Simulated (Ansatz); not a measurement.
TiCo (Pm-3m) at 3 levels of theory

One geometry, relaxed with PBE; plane waves with PAW potentials in Ansatz, scalar-relativistic. Collinear spin, ending at 0.9 μB a primitive cell. Gaps are the least over mesh and band path; pressure is positive in compression.

```yaml
crystal:
  lattice:
    - [2.98520, 0.00000, 0.00000]
    - [0.00000, 2.98520, 0.00000]
    - [0.00000, 0.00000, 2.98520]
  atoms:
    - { symbol: Ti, position: [0.00000, 0.00000, 0.00000] }
    - { symbol: Co, position: [0.50000, 0.50000, 0.50000] }
```

```csv
level,cutoff (eV),k mesh,gap (eV),pressure (GPa),largest moment (μB)
PBE,420,18×18×18,0,0.0,0.98
r2SCAN,500,18×18×18,0,0.5,1.40
PBEsol,420,18×18×18,0,-7.4,0.89
```

The state reached may not be the lowest one.

It was relaxed from a Materials Project cell.
